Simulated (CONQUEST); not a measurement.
Worked example: self-consistent single point of TaN (P-6m2, 4 atoms in the cell; from Materials Project mp-1459, changed as shown) in CONQUEST.

All values come from this method and carry its errors: LDA (PW92), numerical atomic orbitals double-zeta with polarisation (the shipped basis), PseudoDojo norm-conserving potentials made for LDA (CONQUEST).

The change in words: lattice vector c scaled by 0.99. Reference geometry (P-6m2):
```
TaN
1.0
    2.91084     0.00000     0.00000
    0.00000     5.04171     0.00000
    0.00000     0.00000     2.86157
Ta N
2 2
Direct
  0.00000   0.00000   0.50000
  0.50000   0.50000   0.50000
  0.50000   0.16667   0.00000
  0.00000   0.66667   0.00000
```

Reference input (self-consistent single point, DFT, LDA (PW92), numerical atomic orbitals double-zeta with polarisation (the shipped basis), PseudoDojo norm-conserving potentials made for LDA): basis = DZP; Diag.MPMeshX, Y, Z = 6 3 6; potentials = PseudoDojo norm-conserving LDA; Grid.GridCutoff = 175 Ha; DM.SolutionMethod = diagon; Diag.kT = 0.003675 Ha; Diag.GammaCentred = true; minE.SCTolerance = 1.0e-06; SC.MaxIters = 100; SC.LinearMixingFactor = 0.3; SC.KerkerPreCondition = true; SC.KerkerFactor = 0.3 1/bohr. This run's input differs from it in these lines:

```diff
@@ -34,3 +34,3 @@
      0.000000000      9.527458659      0.000000000
-     0.000000000      0.000000000      5.407577917
+     0.000000000      0.000000000      5.353501514
 4
```

Log, with long lists cut:

```
    PulayMixSC: Starting Pulay mixing, A_up =  0.300 A_dn =  0.300
    PulayMixSC: Spin non-polarised calculation.
    PulayMixSC: with Kerker preconditioning, q0 =  0.300
          Harris-Foulkes Energy            :     -4117.486280287758746 eV
          Free Energy (E-TS)               :     -4117.493747557374263 eV
    PulayMixSC: Pulay iteration     1 residual:              0.68521E-02
          Harris-Foulkes Energy            :     -4116.079812082060016 eV
          Free Energy (E-TS)               :     -4116.087493564572469 eV
    PulayMixSC: Pulay iteration     2 residual:              0.44118E-02
   [... lines left out ...]
          Free Energy (E-TS)               :     -4114.984310823162559 eV
    PulayMixSC: Pulay iteration     9 residual:              0.48548E-05
          Harris-Foulkes Energy            :     -4114.974310986302044 eV
          Free Energy (E-TS)               :     -4114.984308999841232 eV
    PulayMixSC: Pulay iteration    10 residual:              0.16978E-05
          Harris-Foulkes Energy            :     -4114.974315918191678 eV
          Free Energy (E-TS)               :     -4114.984313756599477 eV
    PulayMixSC: Pulay iteration    11 residual:              0.39580E-06
    PulayMixSC: Reached SCF tolerance of  0.39580E-06 after     11 iterations
      | Number of electrons      =        36.000002
      | GS Energy as E-(1/2)TS   =     -4114.979314837395577 eV
      | Free Energy as E-TS      =     -4114.984313756599477 eV
      |* Harris-Foulkes energy   =     -4114.974315918191678 eV
      |* DFT total energy        =     -4114.974315909164943 eV

    force: Forces on atoms (eV/a0)
    force:  Atom   X              Y              Z
    force:     1  -0.0000012326  -0.0061528256   0.0000000000
    force:     2  -0.0000012326  -0.0061528256  -0.0000000000
    force:     3  -0.0021770807   0.0043067570  -0.0000000000
    force:     4  -0.0021770807   0.0043067570  -0.0000000000

    force: Maximum force :        0.00615283(eV/a0) on atom         1 in y direction
    force: Force Residual:        0.00552924 eV/a0
    force: Total stress:         -0.77683623    -0.76003300    -6.64414569 GPa
    force: Average pressure:      2.72700497 GPa

    get_E_and_F: Change in energy during last step of electronic optimisation: -0.18124E-06
```

The run converged in 11 iterations. CONQUEST prints the stress tensor with tension positive. Against the reference run the free energy goes up by 1.1 meV/atom and the pressure goes from -1.58 to 2.73 GPa.

The program uses no crystal symmetry, so grid and mesh can part values that symmetry would make equal. The atom-centred basis is finite, which shifts total energies and pressures against plane waves. The structure comes from a collection of computed structures, made at another level of theory; the collection holds predicted forms beside known ones. Its lattice was then scaled. No clean gap shows at this smearing width and mesh (spacing up to 0.42 Å⁻¹); the mesh is coarse for partly filled bands, so the values carry mesh errors.

Cost on one core: very roughly 2.7 core-minutes.
